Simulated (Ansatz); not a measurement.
ZnS:
```
CELL_PARAMETERS angstrom
      0.00000     2.71237     2.71237
      2.71237     0.00000     2.71237
      2.71237     2.71237     0.00000
ATOMIC_POSITIONS crystal
  Zn 0.00000 0.00000 0.00000
  S  0.75000 0.75000 0.75000
```

Relaxed with HSE06.

Question: Give the Bader charges and basin volumes of the independent atoms, HSE06 (plane waves, PAW; program Ansatz).

Answer: 

```tsv
atom	Bader charge (e)	Bader volume (Å³)
Zn1	+0.98	13.2
S2	-0.98	26.7
```

Space group F-43m (zinc blende). The HSE06 relaxation kept the symmetry of its start.

Potentials: the earlier of the program's two PAW sets.
